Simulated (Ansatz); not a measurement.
Ca (fcc (Cu type)), relaxed and computed with several functionals in Ansatz (plane waves, PAW). Much of their spread follows the volume that each gives.

```tsv
functional	V (Å³/atom)	B₀ by P(V) fit (GPa)
LDA	37.98	19.1
PBE	42.18	?
PBEsol	40.58	17.9
PBE+D3(BJ)	40.13	18.3
```

Problem. Fit a straight line to ln B₀ against ln V and predict the withheld value.

Solution. Least squares on the 3 shown rows: ln B₀ = -0.91 × ln V + (6.260), with a scatter of 0.5 %. For PBE this gives 17.4. The run itself gave 17.4, a miss of 0.0 % of that.

All cells were relaxed under the symmetry of their starts (and spin orders); stability against distortions was not tested throughout.

Potentials: the earlier of the program's two PAW sets. The files were generated under PBE; for other functionals the program regenerates the frozen cores, and for LDA and PBEsol the local potential too.

Ansatz (an electronic-structure program) is a plane-wave DFT program.
